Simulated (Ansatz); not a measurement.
TiAl:
Space group Pm-3m (No. 221); a = b = c = 3.172 Å, α = β = γ = 90.00°

| atom | site | symmetry | x | y | z |
|---|---|---|---|---|---|
| Ti | 1a | m-3m | 0.0000 | 0.0000 | 0.0000 |
| Al | 1b | m-3m | 0.5000 | 0.5000 | 0.5000 |

Relaxed with r²SCAN.

### Question
Which orbitals make up the states near the Fermi level in the program Ansatz at the r²SCAN level (PAW)?

### Answer
Within 0.5 eV of the Fermi level: Ti 3d 83 %, Al 3p 9 %. Projections are on Löwdin-orthogonalised atomic valence shells; empty p or d shells of many metals are not among them.

### Question
Tabulate the density of states.

### Answer
States/eV per cell of 2 atoms, in 0.25 eV bins, energy from the Fermi level.

```tsv
E (eV)	total	Ti 3d	Al 3p	Al 3s
-7.85	0.31	0.01	0.08	0.11
-7.60	0.34	0.01	0.09	0.13
-7.35	0.38	0.02	0.10	0.15
-7.10	0.41	0.03	0.12	0.17
-6.85	0.46	0.04	0.13	0.20
-6.60	0.56	0.05	0.15	0.27
-6.35	0.63	0.08	0.17	0.31
-6.10	0.61	0.10	0.17	0.28
-5.85	0.59	0.13	0.16	0.25
-5.60	0.59	0.17	0.15	0.24
-5.35	0.64	0.21	0.16	0.23
-5.10	0.51	0.16	0.16	0.15
-4.85	0.45	0.13	0.17	0.10
-4.60	0.44	0.12	0.18	0.08
-4.35	0.46	0.12	0.20	0.07
-4.10	0.49	0.13	0.23	0.06
-3.85	0.55	0.14	0.27	0.06
-3.60	0.63	0.17	0.32	0.06
-3.35	0.83	0.24	0.42	0.06
-3.10	1.69	0.65	0.84	0.07
-2.85	1.48	0.60	0.73	0.07
-2.60	1.15	0.50	0.55	0.05
-2.35	1.33	0.53	0.72	0.04
-2.10	1.38	0.64	0.66	0.03
-1.85	1.33	0.77	0.50	0.02
-1.60	1.50	1.05	0.37	0.02
-1.35	1.12	0.82	0.25	0.01
-1.10	0.90	0.69	0.16	0.00
-0.85	0.86	0.68	0.11	0.00
-0.60	0.87	0.72	0.07	0.00
-0.35	1.38	1.17	0.10	0.00
-0.10	1.85	1.57	0.13	0.01
0.15	1.84	1.50	0.16	0.03
0.40	2.34	1.90	0.28	0.03
0.65	3.43	2.80	0.43	0.02
0.90	3.31	2.85	0.27	0.01
1.15	3.45	2.95	0.26	0.02
1.40	2.03	1.67	0.17	0.03
1.65	1.54	1.28	0.11	0.03
1.90	1.28	1.08	0.07	0.03
2.15	0.62	0.52	0.02	0.03
2.40	0.16	0.04	0.02	0.05
2.65	0.12	0.02	0.01	0.05
2.90	1.68	1.37	0.18	0.11
3.15	3.54	2.68	0.57	0.15
3.40	1.43	0.88	0.35	0.12
3.65	0.89	0.44	0.28	0.12
3.90	0.65	0.27	0.22	0.11
4.15	0.50	0.17	0.17	0.12
4.40	0.39	0.11	0.09	0.13
4.65	0.66	0.19	0.14	0.22
4.90	1.90	0.60	0.36	0.55
```

The workflow started from a Materials Project entry (that database holds measured and hypothetical structures alike); the Crystallography Open Database copy checked does not list it. It is not the phase usual at ambient conditions (space group No. 123). The r²SCAN relaxation kept the symmetry of its start; whether a distortion lowers the energy is not shown. No spin polarisation was allowed.

Potentials: the later of the program's two PAW sets.
